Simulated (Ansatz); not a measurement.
input.yaml (Ansatz)

```yaml
crystal:
  lattice:
    - [-1.6340219052, 1.6340219052, 1.6340219052]
    - [1.6340219052, -1.6340219052, 1.6340219052]
    - [1.6340219052, 1.6340219052, -1.6340219052]
  atoms:
    - { symbol: Ag, position: [0.0, 0.0, 0.0] }
hamiltonian:
  xc: r2scan
  pseudopotentials:
    kind: paw
    azcp:
      Ag: "pseudopotentials/Ag.paw.azcp"
basis:
  ecutwfc: 500
  fft_grid_basis: typed
kpoints:
  mp_grid: { grid: [15, 15, 15], shift: [0, 0, 0] }
magnetization:
  spin_polarized: false
scf:
  occupations: { method: fermi_dirac, width: 0.1 }
  lower_state_search: "off"
output:
  stress: true
```

and its output:

```
Engine: ansatz 0.2.0, x86_64-unknown-linux-gnu
Pseudopotentials: kind: paw
Pseudopotential: Ag, paw, valence charge 19, recommended cutoff 500 eV (meta_gga) 
Functional definition: r2SCAN
  parameter k0 = 0.174
  parameter k1 = 0.065
  parameter a1 = 4.9479
  exchange = r2scan_x(k0 = k0, k1 = k1, a1 = a1)
  correlation = r2scan_c
Crystal: 1 atoms, lattice volume = 17.452 Å³
Basis set: ecut = 500 eV, 429 PW (Γ), exchange–correlation on 96×96×96 points (64 copies of the dense FFT grid, shifted against one another)
Bands: 14, of which v1, the nominal top of the filled ones, is band 10 counted from 1 (9 counted from 0)
Symmetry: 48 space group operations
Space group: Im-3m (ITA 229), of the structure as read, at distance tolerance 2.6e-5 Å
k-points: 120 of 3375
Non-local potential: Ag, projectors of the file, l = 0: 3, l = 1: 2, l = 2: 2, l = 3: 1
PAW form: soft (Blöchl's): semilocal exchange-correlation on the pseudo side does not see the compensation charge
PAW frozen core: Ag, regenerated for the run's functional (the file was generated under x = pbe(κ = 0.804, μ = 0.2195149727645171), c = pbe(β = 0.06672455060314922))
PAW one-centre angular grid: Ag, 590 points (default); XC on 160 Gauss nodes
Initial density: superposition of atomic densities (neutral atoms: chi_scale 0, normalization atom), corrected by the library's trained network
Initial wavefunctions: pseudopotential atomic-orbital guess
Functional: x = r2scan, c = r2scan; τ floored in thin density (d = 2e-4 eV/Å³)
SCF iter   1: F=-7603.913501 eV  HF=-7603.924227 eV  |F-HF|=1.07e-2  |Δ(HF+E_count)|=         —  Δρ=1.07e-2  dr2=1.88e-2  dr2_τ=6.17e-4  ethr=1.77e-3  ⟨swp⟩=4.5  Hψ=8916  notcnv=0
SCF iter   2: F=-7603.920045 eV  HF=-7603.920489 eV  |F-HF|=4.43e-4  |Δ(HF+E_count)|=   3.74e-3  Δρ=5.42e-3  dr2=3.61e-3  dr2_τ=4.33e-4  ethr=9.88e-5  ⟨swp⟩=1.0  Hψ=3120  notcnv=0
SCF iter   3: F=-7603.920583 eV  HF=-7603.920646 eV  |F-HF|=6.27e-5  |Δ(HF+E_count)|=   1.57e-4  Δρ=1.87e-3  dr2=5.54e-4  dr2_τ=1.80e-5  ethr=1.90e-5  ⟨swp⟩=1.0  Hψ=2141  notcnv=0
SCF iter   4: F=-7603.920718 eV  HF=-7603.920693 eV  |F-HF|=2.49e-5  |Δ(HF+E_count)|=   4.73e-5  Δρ=4.57e-4  dr2=1.55e-5  dr2_τ=2.53e-6  ethr=2.92e-6  ⟨swp⟩=2.2  Hψ=2664  notcnv=0
SCF iter   5: F=-7603.920727 eV  HF=-7603.920725 eV  |F-HF|=2.06e-6  |Δ(HF+E_count)|=   3.20e-5  Δρ=8.20e-5  dr2=7.47e-7  dr2_τ=7.49e-8  ethr=8.17e-8  ⟨swp⟩=2.0  Hψ=2750  notcnv=0
SCF iter   6: F=-7603.920728 eV  HF=-7603.920728 eV  |F-HF|=1.94e-8  |Δ(HF+E_count)|=   2.65e-6  Δρ=1.82e-5  dr2=3.78e-8  dr2_τ=1.50e-9  ethr=5.26e-10  ⟨swp⟩=4.6  Hψ=5858  notcnv=0
SCF 1 converged in 6 iterations: F = -7603.920728 eV  dr2 = 3.78e-8
SCF converged after 6 iterations
Free energy (F): -7603.920728 eV
Harris-Foulkes:  -7603.920728 eV  (|F-HF|=1.94e-8)
Internal energy: -7603.912027 eV  (E = F + TS)
E sigma→0 (E₀):  -7603.916377 eV
Entropy (-TS):   -0.008701 eV (-8.701 meV/atom)
Fermi energy:    16.881279 eV
--- Per-component energies (eV) ---
  E_band       = -262.914094
  E_kinetic    = 528.050330
  E_local      = -2234.210001  (includes V_loc(G=0)·N_el)
  E_nonlocal   = 81.321559
  E_hartree    = 1016.619331
  E_xc         = -178.385161
  E_vxc        = -262.810606  (∫ρ·V_xc dr)
  E_paw        = -3922.448802  (= ΣΔE_a)
  E_vpaw       = -427.418497  (= ΣTr[D̂ρ^β])
  E_aug_tail   = 0.000059  (compensation charges beyond the density's cutoff)
  E_vtau       = 18.924215  (kinetic-family band-sum trace: ∫τ·v_τ [+ j·A + Jᵃ·Aᵃ] dr)
  E_ewald      = -2894.350031
  E_core_change = -0.509311  (= ΣΔE_core)
  E_smearing   = -0.008701  (= −TS)
  E_closure    = -0.000000  (closes the sum)
  Σ components = -7603.920728   (vs F -7603.920728, Δ=0.00e0)
--- Stress (GPa, compression-positive) ---
       -0.251938       0.000000       0.000000
        0.000000      -0.251938      -0.000000
        0.000000      -0.000000      -0.251938
  P = ⅓ Tr σ = -0.2519 GPa (-2.519 kbar)
```

Launched by

```sh
ansatz run input.yaml --threads 1 --pin off --max-ram 3584MiB --backend cpu --events-out ev --progress --plain --runs-dir out
```

On 1 thread of Intel(R) Xeon(R) Platinum 8259CL CPU @ 2.50GHz (Skylake/Cascade Lake) (shared host) this took about 5.4 s of wall time and 5.3 s of CPU time.
